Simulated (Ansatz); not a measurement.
The cell is an ordered 8-atom cell of Ga4SbP3 on the zincblende lattice (R3m); cell and atoms were relaxed with r2SCAN. The symmetry is R3m (No. 160, trigonal); a = 3.975 Å, c = 39.038 Å in the conventional setting, 22.26 Å³ an atom. Around P lie 4 Ga at 2.34–2.41 Å; around P lie 4 Ga at 2.37–2.41 Å; around Sb lie 4 Ga at 2.53–2.64 Å; around Ga lie 4 P at 2.37–2.41 Å; around Ga lie 3 P at 2.41 Å and 1 Sb at 2.64 Å; around Ga lie 1 P at 2.34 Å and 3 Sb at 2.53 Å.

```
P Sb Ga
1.0
     1.98740    1.14743   13.01278
    -1.98740    1.14743   13.01278
     0.00000   -2.29485   13.01278
P Sb Ga
3 1 4
Cartesian
  0.0000 0.0000 0.1428
  0.0000 0.0000 29.2771
  0.0000 0.0000 19.3744
  0.0000 0.0000 9.7417
  0.0000 0.0000 26.9097
  0.0000 0.0000 17.0070
  0.0000 0.0000 7.1046
  0.0000 0.0000 36.8364
```

3 runs of the PAW code Ansatz on this cell differ in the functional (and in the settings that go with it). Levels are in eV from each run's valence top; v1 is the last filled band, c1 the first empty one.

Run A, mean stress +2.3 GPa (compression positive):
```
point     v4     v3     v2     v1    c1    c2
    Γ  -1.59  -1.04  -0.10   0.00  0.00  0.14
    T  -1.55  -1.55  -0.03  -0.03  0.02  0.32
   H₂  -3.33  -3.27  -3.02  -2.73  1.44  1.47
    L  -3.15  -2.94  -2.60  -1.67  0.52  0.83
```

Run B, mean stress 0.0 GPa (compression positive):
```
point     v4     v3     v2     v1    c1    c2
    Γ  -1.72  -1.13   0.00   0.00  0.18  0.42
    T  -1.68  -1.68  -0.03  -0.03  0.25  0.57
   H₂  -3.52  -3.44  -3.20  -2.89  1.65  1.68
    L  -3.30  -3.06  -2.78  -1.76  0.66  1.01
```

Run C, mean stress +0.6 GPa (compression positive):
```
point     v4     v3     v2     v1    c1    c2
    Γ  -1.79  -1.15   0.00   0.00  0.58  0.83
    T  -1.74  -1.74  -0.03  -0.03  0.67  0.99
   H₂  -3.67  -3.57  -3.33  -2.94  2.05  2.07
    L  -3.42  -3.13  -2.88  -1.82  1.05  1.40
```

Q: Match the runs to PBE, r2SCAN, HSE06.

A: A is PBE, B is r2SCAN, C is HSE06. In order of the gap: PBE none (overlap 0.01), r2SCAN 0.18, HSE06 0.58 eV. The stress vanishes for r2SCAN, which relaxed the cell.

All values are calculated for a non-magnetic cell, which may be hypothetical.

No spin-orbit coupling is included; it can move band edges with weight on the heavy atoms by tenths of an eV.

The stress of a hybrid is loosely converged in these runs.

Gaps or overlaps of about a tenth of an eV are at the limit of these meshes: between the points read a gap can be smaller or closed.
